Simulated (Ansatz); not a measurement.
**Property card for Si**

Si:
```
CELL_PARAMETERS angstrom
     -3.32698     3.32698     1.92261
      3.32698    -3.32698     1.92261
      3.32698     3.32698    -1.92261
ATOMIC_POSITIONS crystal
  Si 0.17878 0.17878 0.35757
  Si 0.82122 0.82122 0.64243
  Si 0.17878 0.82122 0.00000
  Si 0.82122 0.17878 0.00000
```

Space group I4/mmm (No. 139); conventional cell a = b = 6.654 Å, c = 3.845 Å, α = β = γ = 90.00°.

Method: plane-wave PAW r²SCAN (Ansatz code). The cell and atoms are relaxed at this level. Other levels are named where they apply.

Cell and energy:

```json
{
 "volume_per_atom": "21.28 Å³",
 "density": "2.19 g/cm³"
}
```

Electronic structure:

```json
{
  "band_gap": "0.38 eV (indirect)",
  "valence_band_maximum": "at M",
  "conduction_band_minimum": "on the Γ–Z line, 46 % of the way from Γ (2 equivalent valleys)",
  "smallest_direct_gap_on_the_standard_path": "0.58 eV",
  "electron_effective_mass": "0.33, 0.33, 0.47 mₑ (principal values)",
  "HSE06 gap on the r²SCAN cell": "0.78 eV"
}
```

Mechanics:

```json
{
  "Bulk modulus (Birch–Murnaghan fit)": "881 kbar",
  "Pressure derivative B′": "4.1",
  "Elastic constants (relaxed ions, GPa)": "C11 = 152, C12 = 59.0, C13 = 44.6, C33 = 200, C44 = 55.2, C66 = 33.0",
  "mechanical_stability": "stable (all eigenvalues of C positive)",
  "hill_bulk_and_shear_moduli": "88.7 and 50.7 GPa",
  "Young's modulus": "128 GPa",
  "Poisson's ratio": "0.26",
  "debye_temperature_from_the_elastic_constants": "574 K"
}
```

Dielectric response:

```json
{
 "Electronic dielectric constant ε∞ (DFPT)": "11.7 (xx = yy), 10.5 (zz)"
}
```

Phonons:

```json
{
  "highest_zone_centre_frequency": "67.0 meV",
  "zone_centre_stability": "no imaginary mode at Γ",
  "dynamical_stability_on_the_path": "stable (no imaginary branch)",
  "zero_point_energy": "61.0 meV/atom",
  "Vibrational entropy at 300 K": "19.6 J/(K·mol of atoms)"
}
```

The first step of the workflow began from a Materials Project structure, measured or hypothetical; the Crystallography Open Database copy checked does not list it. It is not the phase usual at ambient conditions (space group No. 227). The cell was relaxed with r²SCAN under the symmetry of its start.

Potentials: the later of the program's two PAW sets.
